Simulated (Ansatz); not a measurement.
CeO$_{2}$ (fluorite, Fm-3m) at seven volumes, DFT-LDA in the program Ansatz with PAW potentials, scaled uniformly. One row is withheld.

```csv
V (Å³/atom),P (GPa)
11.670,23.78
12.055,?
12.440,6.68
12.824,0.00
13.209,-5.69
13.594,-10.51
13.979,-14.61
```

Q: Fit the shown pressures and predict the withheld one.

A: Third-order Birch–Murnaghan: P = (3/2)B₀(x^(7/2) − x^(5/2))[1 + (3/4)(B′ − 4)(x − 1)] with x = (V₀/V)^(2/3). Least squares on the six rows gives V₀ = 12.824 Å³/atom, B₀ = 204.8 GPa, B′ = 4.40. At V = 12.055, x = 1.0421 and P = 14.51 GPa. The run itself gave 14.54 GPa.

Symmetry was held in the LDA relaxation. The run is not spin-polarised. The 4f shell is in the valence. No Hubbard U is applied. Spin–orbit coupling is left out wherever it is not named.

Potentials: the earlier of the program's two PAW sets. The files were generated under PBE; for other functionals the program regenerates the frozen cores, and for LDA and PBEsol the local potential too.
